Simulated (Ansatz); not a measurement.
Task: Name crystals whose computed values (PBEsol in the plane-wave PAW code Ansatz) fall in these windows: Θ_D (K) 120 to 160; highest Γ mode, no LO–TO term (cm⁻¹) 67 to 95; G_Hill (GPa) 15 to 20.

Result: 

```tsv
crystal	Θ_D (K)	highest Γ mode, no LO–TO term (cm⁻¹)	G_Hill (GPa)
LaHg, CsCl type	143	80	16.9
```
Others may fit too.

Standing as an ambient phase not checked: LaHg, CsCl type. The cell was relaxed under the symmetry of its start. Spin–orbit coupling is left out wherever it is not named.

Potentials: the later of the program's two PAW sets.
